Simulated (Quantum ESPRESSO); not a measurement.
# Computed records: ZrNbWO7F (made-up cell, one site empty)

All values are calculated (Quantum ESPRESSO 7.5). Calculation on a made-up crystal cell, not a measurement: periodic Kohn-Sham density functional theory in plane waves with PseudoDojo standard norm-conserving scalar-relativistic pseudopotentials, each functional with its own files (v0.5 for PBE, v0.4.1 for LDA and PBEsol), no spin polarisation, no spin-orbit coupling, atoms not relaxed, stress positive in tension, energies less a fixed whole-eV offset for each atom's element; levels are Kohn-Sham levels at fractions of this cell's reciprocal vectors, counted from the reference band (half the neutral cell's valence electrons, rounded up) at Gamma; error bars cover cutoff and k-mesh only, not smearing or the files; each bar is the largest change over components, and at least 0.002 eV, 0.002 eV per angstrom or 0.02 GPa; added strain carries the atoms with the cell, and shear is the tensor component; no dispersion term; energies are for the whole cell, and the offsets were chosen from early runs and are not element reference energies.

Settings shared by all entries: lattice type rutile, doubled along c; empty site 3; functional pbe; cutoff 1143 eV; fermi dirac smearing 0.025 eV; scf tolerance 1e-07 eV; electrons removed 0; added strain kind biaxial xx and yy; k mesh 5 x 5 x 4, shifted by half a step.

(1) ZrNbWO7F (made-up cell, one site empty)

Unstrained structure:
```cif
# cell vector a (Å): 4.7800 0.0121 -0.0399
# cell vector b (Å): 0.0121 4.7853 0.0076
# cell vector c (Å): -0.0523 0.0100 6.2720
data_ZrNbWO7F
_symmetry_space_group_name_H-M 'P 1'
_symmetry_Int_Tables_number 1
_cell_length_a 4.7802
_cell_length_b 4.7853
_cell_length_c 6.2722
_cell_angle_alpha 89.819
_cell_angle_beta 90.956
_cell_angle_gamma 89.711
_cell_volume 143.45
loop_
_atom_site_label
_atom_site_type_symbol
_atom_site_fract_x
_atom_site_fract_y
_atom_site_fract_z
_atom_site_occupancy
W1 W 0.99246 0.99965 0.99688 1
Zr1 Zr 0.49137 0.49871 0.23640 1
Nb1 Nb 0.50437 0.49969 0.74481 1
O1 O 0.33800 0.31588 0.96521 1
O2 O 0.73002 0.66614 0.01983 1
O3 O 0.81538 0.21115 0.25182 1
O4 O 0.21888 0.81436 0.25817 1
O5 O 0.30245 0.31492 0.48405 1
O6 O 0.69371 0.69296 0.47876 1
O7 O 0.79897 0.20226 0.76573 1
F1 F 0.19279 0.82036 0.73896 1
```

Settings of this run: added strain -0.0007 and structure shown before the added strain of -0.0007.

The calculation gives: free energy less offsets 10.04 eV; scf iterations 19; smearing term minus ts 0 eV; pressure -5.14 GPa; stress xx -1.362 GPa; stress yy 1.095 GPa; stress zz 15.69 GPa; stress yz 1.237 GPa; stress xz 5.681 GPa; stress xy -0.4404 GPa; reference band 44; error bar energy 0.004761 eV; error bar stress 0.02 GPa; error bar force 0.002647 eV/Å; error bar next band up 0.002 eV; error bars from tighter rerun of this cell.

Atoms:
```
atoms element  atom site  atom energy offset (eV)
            W          1                    -2062
           Zr          2                    -1377
           Nb          4                    -1693
            O          5                     -452
            O          6                     -452
            O          7                     -452
            O          8                     -452
            O          9                     -452
            O         10                     -452
            O         11                     -452
            F         12                     -677
```

Forces:
```
site  x (eV/Å)  y (eV/Å)  z (eV/Å)
   1    -1.864     1.176     5.912
   2    -1.007   -0.3804     6.341
   4     2.031    0.1589    -9.721
   5    -3.999    -3.171    0.5354
   6     2.979     4.146     -3.95
   7      2.72    -3.274    -5.161
   8    -2.384     2.465    -4.926
   9     1.083    0.7992      3.82
  10   -0.6969   -0.8518     3.197
  11    0.9576   -0.9822     2.558
  12    0.1804  -0.08475     1.394
```

Levels:
```
level k point  next band up (eV)
        Gamma               1.24
(1/2,1/2,1/2)               1.23
   (0.15,0,0)              1.263
   (0,0.15,0)              1.206
   (0,0,0.15)              1.214
```

(2) ZrNbWO7F (made-up cell, one site empty)

The structure is that of entry 1.

It was run with added strain 0.0066 and structure shown before the added strain of 0.0066.

The calculation gives: free energy less offsets 10.06 eV; scf iterations 20; smearing term minus ts 0 eV; pressure -7.396 GPa; stress xx 1.319 GPa; stress yy 3.711 GPa; stress zz 17.16 GPa; stress yz 1.017 GPa; stress xz 5.462 GPa; stress xy -0.921 GPa; reference band 44; error bar energy 0.004761 eV; error bar stress 0.02 GPa; error bar force 0.002647 eV/Å; error bar next band up 0.002 eV; error bars from tighter rerun of a related cell.

Atoms:
```
atoms element  atom site  atom energy offset (eV)
            W          1                    -2062
           Zr          2                    -1377
           Nb          4                    -1693
            O          5                     -452
            O          6                     -452
            O          7                     -452
            O          8                     -452
            O          9                     -452
            O         10                     -452
            O         11                     -452
            F         12                     -677
```

Forces:
```
site  x (eV/Å)  y (eV/Å)  z (eV/Å)
   1    -1.955      1.16     5.784
   2   -0.9157   -0.2635     6.221
   4     2.019   0.04361     -9.43
   5    -3.828    -3.002    0.4437
   6     2.858     4.073     -3.84
   7     2.613      -3.2    -5.168
   8    -2.285     2.309    -4.947
   9     1.219    0.9325     3.719
  10   -0.8454   -0.9925     3.133
  11    0.9128   -0.9419     2.635
  12    0.2073   -0.1191     1.449
```

Levels:
```
level k point  next band up (eV)
        Gamma              1.259
(1/2,1/2,1/2)               1.23
   (0.15,0,0)              1.269
   (0,0.15,0)              1.217
   (0,0,0.15)              1.221
```

(3) ZrNbWO7F (made-up cell, one site empty)

The structure is that of entry 1.

Here we set added strain 0.0123 and structure shown before the added strain of 0.0123.

The calculation gives: free energy less offsets 10.09 eV; scf iterations 20; smearing term minus ts 0 eV; pressure -9.046 GPa; stress xx 3.292 GPa; stress yy 5.628 GPa; stress zz 18.22 GPa; stress yz 0.8533 GPa; stress xz 5.296 GPa; stress xy -1.261 GPa; reference band 44; error bar energy 0.004761 eV; error bar stress 0.02 GPa; error bar force 0.002647 eV/Å; error bar next band up 0.002 eV; error bars from tighter rerun of a related cell.

Atoms:
```
atoms element  atom site  atom energy offset (eV)
            W          1                    -2062
           Zr          2                    -1377
           Nb          4                    -1693
            O          5                     -452
            O          6                     -452
            O          7                     -452
            O          8                     -452
            O          9                     -452
            O         10                     -452
            O         11                     -452
            F         12                     -677
```

Forces:
```
site  x (eV/Å)  y (eV/Å)  z (eV/Å)
   1    -2.022     1.152     5.683
   2   -0.8471   -0.1779     6.128
   4     2.007  -0.04452    -9.207
   5    -3.693    -2.868    0.3744
   6     2.761     4.012    -3.756
   7     2.538     -3.15    -5.171
   8    -2.215     2.198    -4.961
   9     1.322     1.035     3.642
  10   -0.9585    -1.099     3.085
  11    0.8844   -0.9172     2.693
  12    0.2226   -0.1406     1.491
```

Levels:
```
level k point  next band up (eV)
        Gamma               1.27
(1/2,1/2,1/2)               1.23
   (0.15,0,0)              1.273
   (0,0.15,0)              1.223
   (0,0,0.15)              1.226
```

(4) ZrNbWO7F (made-up cell, one site empty)

The structure is that of entry 1.

Here we set added strain 0.0149 and structure shown before the added strain of 0.0149.

The calculation gives: free energy less offsets 10.12 eV; scf iterations 20; smearing term minus ts 0 eV; pressure -9.762 GPa; stress xx 4.151 GPa; stress yy 6.462 GPa; stress zz 18.67 GPa; stress yz 0.7823 GPa; stress xz 5.221 GPa; stress xy -1.403 GPa; reference band 44; error bar energy 0.004761 eV; error bar stress 0.02 GPa; error bar force 0.002647 eV/Å; error bar next band up 0.002 eV; error bars from tighter rerun of a related cell.

Atoms:
```
atoms element  atom site  atom energy offset (eV)
            W          1                    -2062
           Zr          2                    -1377
           Nb          4                    -1693
            O          5                     -452
            O          6                     -452
            O          7                     -452
            O          8                     -452
            O          9                     -452
            O         10                     -452
            O         11                     -452
            F         12                     -677
```

Forces:
```
site  x (eV/Å)  y (eV/Å)  z (eV/Å)
   1    -2.051     1.147     5.638
   2   -0.8158   -0.1388     6.086
   4     2.002  -0.08181    -9.108
   5    -3.633    -2.807     0.344
   6     2.717     3.983    -3.719
   7     2.504    -3.127    -5.171
   8    -2.184     2.149    -4.966
   9     1.369      1.08     3.607
  10     -1.01    -1.148     3.062
  11    0.8724    -0.907     2.717
  12    0.2288   -0.1494     1.509
```

Levels:
```
level k point  next band up (eV)
        Gamma              1.274
(1/2,1/2,1/2)              1.229
   (0.15,0,0)              1.274
   (0,0.15,0)              1.226
   (0,0,0.15)              1.227
```

(5) ZrNbWO7F (made-up cell, one site empty)

The structure is that of entry 1.

Settings of this run: added strain 0.0195 and structure shown before the added strain of 0.0195.

It finds free energy less offsets 10.17 eV; scf iterations 21; smearing term minus ts 0 eV; pressure -10.99 GPa; stress xx 5.627 GPa; stress yy 7.892 GPa; stress zz 19.45 GPa; stress yz 0.6618 GPa; stress xz 5.092 GPa; stress xy -1.647 GPa; reference band 44; error bar energy 0.004761 eV; error bar stress 0.02 GPa; error bar force 0.002647 eV/Å; error bar next band up 0.002 eV; error bars from tighter rerun of a related cell.

Atoms:
```
atoms element  atom site  atom energy offset (eV)
            W          1                    -2062
           Zr          2                    -1377
           Nb          4                    -1693
            O          5                     -452
            O          6                     -452
            O          7                     -452
            O          8                     -452
            O          9                     -452
            O         10                     -452
            O         11                     -452
            F         12                     -677
```

Forces:
```
site  x (eV/Å)  y (eV/Å)  z (eV/Å)
   1    -2.099     1.142      5.56
   2   -0.7641  -0.07352      6.01
   4      1.99   -0.1498    -8.933
   5    -3.523    -2.698    0.2904
   6     2.635     3.929    -3.653
   7     2.449    -3.089    -5.171
   8    -2.131     2.064    -4.974
   9     1.449     1.159     3.546
  10    -1.098    -1.231     3.024
  11    0.8532   -0.8904     2.759
  12    0.2377   -0.1631     1.541
```

Levels:
```
level k point  next band up (eV)
        Gamma               1.28
(1/2,1/2,1/2)              1.229
   (0.15,0,0)              1.276
   (0,0.15,0)               1.23
   (0,0,0.15)               1.23
```
